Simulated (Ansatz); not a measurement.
WSe$_{2}$:
```xyz
6
Lattice="3.2791 0.0000 0.0000 -1.6395 2.8398 0.0000 0.0000 0.0000 12.7864" Properties=species:S:1:pos:R:3 pbc="T T T"
W      1.6395     0.9466     3.1966
W      0.0000     1.8932     9.5898
Se     0.0000     1.8932     4.8808
Se     1.6395     0.9466     7.9056
Se     1.6395     0.9466    11.2740
Se     0.0000     1.8932     1.5124
```

Relaxed with PBE+D3(BJ).

Task: Map the electron localisation function on the plane through (0.667, 0.333, 0.250) spanned by u = [0, 0, 1] and v = [1, -1, 0] in lattice vectors, from plane-wave PAW PBE+D3(BJ) (Ansatz code).

Result: x is the fraction of u, y of v (the angle between them is 90°; rows are the nearest grid lines); atoms in the plane: W at (0.00, 0.00), W at (0.50, 0.67), Se at (0.13, 0.67), Se at (0.37, 0.00), Se at (0.63, 0.00), Se at (0.87, 0.67).
```
| =%-::.   =@@%: -#*--*#- :%@@=   .::-%= |
|.*#-::.   =@@%=.=#*--*#=.=%@@=   .::-#*.|
|*#*:--:.  :%@@*=*%*--*%*=*@@%:  .:--:*#*|
|+=-+%%##+. =%@%%%%=::=%%%%@%= .+##%%+-=+|
|::=#%%%%#- .*#%%%*----*%%%#*. -#%%%%#=::|
|.:+%%%%@@*. :+*#*--**--*#*+: .*@@%%%%+:.|
|.-*%#*#@@%:  :-==:+##+:==-:  :%@@#*#%*-.|
|.-*#-.-%@@=   .::-%==%-::.   =@@%-.-#*-.|
|.-*#=.-%@@=   .::-#++#-::.   =@@%-.=#*-.|
|:-*#+-+@@@-   .:::####:::.   -@@@+-+#*-:|
|:-*##*%@@%:   .::.=##=.::.   :%@@%*##*-:|
|--*#%%%@@*.   .::.:++:.::.   .*@@%%%#*--|
|===+****+.    ............    .+****+===|
|+=------.      ....::....      .------=+|
|+=:....         ..:--:..         ....:=+|
|+=:.             .:==:.             .:=+|
|+=:.             .:==:.             .:=+|
|--:...      .:::::-==-:::::.      ...:--|
|::.....    .-++++======++++-.    .....::|
|-:..:..    -#####*+==+*#####-    ..:..:-|
|*=..::.   .+%@%%%#+==+#%%%@%+.   .::..=*|
|*#*:::.   -%@@*=*#*--*#*=*@@%-   .:::*#*|
|.*#-::.   =@@%=.=#*--*#=.=%@@=   .::-#*.|
| =%-::.   =@@%: -#*--*#- :%@@=   .::-%= |
```
Scale: ten equal steps from 0.011 (start of ' ') to 0.887 (end of '@'), in the order ' .:-=+*#%@'; x runs from 0.000 to 1.00, y from 0.000 (bottom) to 1.00 (top).

The density is the valence pseudo-density with augmentation charge, so density and ELF within about 1 Å of a nucleus are not all-electron values.

Space group P6_3/mmc. The PBE+D3(BJ) relaxation kept the symmetry of its start; phonons on a q-mesh show no instability. The run is not spin-polarised. Spin–orbit coupling is left out wherever it is not named.

Potentials: the later of the program's two PAW sets.
